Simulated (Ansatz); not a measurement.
Ba3SiO:
```xyz
5
Lattice="5.3654 0.0000 0.0000 0.0000 5.3654 0.0000 0.0000 0.0000 5.3654" Properties=species:S:1:pos:R:3 pbc="T T T"
Ba     0.0000     2.6827     2.6827
Ba     2.6827     0.0000     2.6827
Ba     2.6827     2.6827     0.0000
Si     0.0000     0.0000     0.0000
O      2.6827     2.6827     2.6827
```

Relaxed with r²SCAN.

Task: Map the electron localisation function on the plane through (0.000, 0.500, 0.500) spanned by u = [1, 0, 0] and v = [0, 1, 1] in lattice vectors, from r²SCAN in the plane-wave PAW code Ansatz.

Result: x is the fraction of u, y of v (the angle between them is 90°; rows are the nearest grid lines); atoms in the plane: Ba at (0.00, 0.00), Si at (0.00, 0.50), O at (0.50, 0.00).
```
|0017994127996336997214997100|
|1379984126899889986214899731|
|7899973015899999985103799987|
|9998631012466776642101368999|
|3321100000011111100000011233|
|1111000000000000000000001111|
|4444443210000000000123444444|
|8888876531000000001356788888|
|9999887652100000012567889999|
|8899998875321001235788999988|
|3457899887542112457889987543|
|5446899887643223467889986445|
|5446899887643223467889986445|
|3457899887542112457889987543|
|8899998875321001235788999988|
|9999887652100000012567889999|
|8888876531000000001356788888|
|4444443210000000000123444444|
|1111000000000000000000001111|
|3321100000011111100000011233|
|9998631012466776642101368999|
|7899973015899999985103799987|
|1379984126899889986214899731|
|0017994127996336997214997100|
```
Scale: ten equal steps from -0.001 (start of '0') to 0.880 (end of '9'), in the order '0123456789'; x runs from 0.000 to 1.00, y from 0.000 (bottom) to 1.00 (top).

The density is the valence pseudo-density with augmentation charge, so density and ELF within about 1 Å of a nucleus are not all-electron values.

Space group Pm-3m (anti-perovskite). The workflow started from a Materials Project entry (that database holds measured and hypothetical structures alike); the Crystallography Open Database copy checked does not list it. Its standing as an ambient phase is unchecked. The r²SCAN relaxation kept the symmetry of its start; whether a distortion lowers the energy is not shown. Scalar-relativistic: spin–orbit coupling is off unless named, which matters more the heavier the elements.

Potentials: the later of the program's two PAW sets.
